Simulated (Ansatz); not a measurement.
Relaxing an invented Cu5Mo structure

The calculation used Ansatz, DFT PBE, scalar-relativistic, plane waves, PAW. Cutoff 420 eV, Gaussian smearing, Γ-centred meshes. Cell and atoms relax first on a coarse mesh, the cell is then made exact in the group found at 0.06 to 0.08 Å, and last on a converged mesh; the steps can't lower the symmetry of their start. No spin polarisation.

The guess for Cu5Mo was proposed by analogy with related compounds (P-3m1, No. 164). Its size is a guess.

```
CELL_PARAMETERS angstrom
2.64000 0.00000 0.00000
-1.32000 2.28631 0.00000
0.00000 0.00000 12.93000
ATOMIC_POSITIONS crystal
Cu 0.66667 0.33333 0.83333
Cu 0.33333 0.66667 0.66667
Cu 0.33333 0.66667 0.16667
Cu 0.66667 0.33333 0.33333
Cu 0.00000 0.00000 0.50000
Mo 0.00000 0.00000 0.00000
```

The zero of energy is the elements' standard structures at the same level; no fitted shifts are applied.

Question: Which structure results?

Answer: The symmetry stays P-3m1 (No. 164). The volume per atom shrinks by 1.3 %, from 13.0 to 12.8 Å³. The shortest distance goes from 2.64 Å (Cu–Mo, Cu–Cu and Mo–Mo) to 2.56 Å (Cu–Cu). Conventional cell: a = 2.632 Å, c = 12.835 Å. Cu on a site of symmetry 3m has 9 Cu at 2.57–2.63 Å and 3 Mo at 2.75 Å; around Cu on a second site of symmetry 3m lie 12 Cu at 2.56–2.63 Å; around Cu on a site of symmetry -3m lie 12 Cu at 2.56–2.63 Å; around Mo lie 6 Mo at 2.63 Å and 6 Cu at 2.75 Å.

```xyz
6
Lattice="2.6320 0.0000 0.0000 -1.3160 2.2794 0.0000 0.0000 0.0000 12.8352" Properties=species:S:1:pos:R:3 pbc="T T T"
Cu    1.3160    0.7598   10.5433
Cu    0.0000    1.5196    8.4750
Cu    0.0000    1.5196    2.2920
Cu    1.3160    0.7598    4.3602
Cu    0.0000    0.0000    6.4176
Mo    0.0000    0.0000    0.0000
```

Question: How does it come out in energy, and is it a metal?

Answer: The energy over the elements is +0.13 eV/atom and the gap on the 12×12×4 mesh of the 6-atom cell is 0 eV (a metal).

It can't be a ground state, since the elements alone are lower.

The last run used Gaussian smearing of 0.10 eV. Symmetry constrained the relaxation, so the result can be a saddle point. Another cell of the same search, in P4/nmm, lies 65 meV/atom lower, so this cell isn't the stable form at this level.
